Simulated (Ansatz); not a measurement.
NiO (CsCl type, space group No. 221) at seven volumes, PBE (plane waves, PAW; program Ansatz), scaled uniformly. One row is withheld.

```tsv
V (Å³/atom)	P (GPa)
7.994	22.48
8.258	?
8.521	6.28
8.785	0.01
9.048	-5.30
9.312	-9.79
9.575	-13.58
```

Fit the shown pressures and predict the withheld one.

P = (3/2)B₀(x^(7/2) − x^(5/2))[1 + (3/4)(B′ − 4)(x − 1)] with x = (V₀/V)^(2/3). Least squares on the six rows gives V₀ = 8.785 Å³/atom, B₀ = 192 GPa, B′ = 4.57. At V = 8.258, x = 1.0421 and P = 13.69 GPa. The run itself gave 13.70 GPa.

Space group Pm-3m (CsCl type). The cell is a constructed one: a structure type filled with these elements; neither database checked (COD, Materials Project) lists it. It is not the phase usual at ambient conditions (space group No. 225). Symmetry was held in the PBE relaxation, as lowered by the spin order; whether a distortion lowers the energy is not shown. Spin order of the final state: antiferromagnetic, chosen from 3 collinear starts compared on coarse meshes (ties went to the first, and starts can fall back to one state), not a proven ground state. Other orbital occupations within this spin state were not tried. No Hubbard U is applied.

Potentials: the later of the program's two PAW sets.
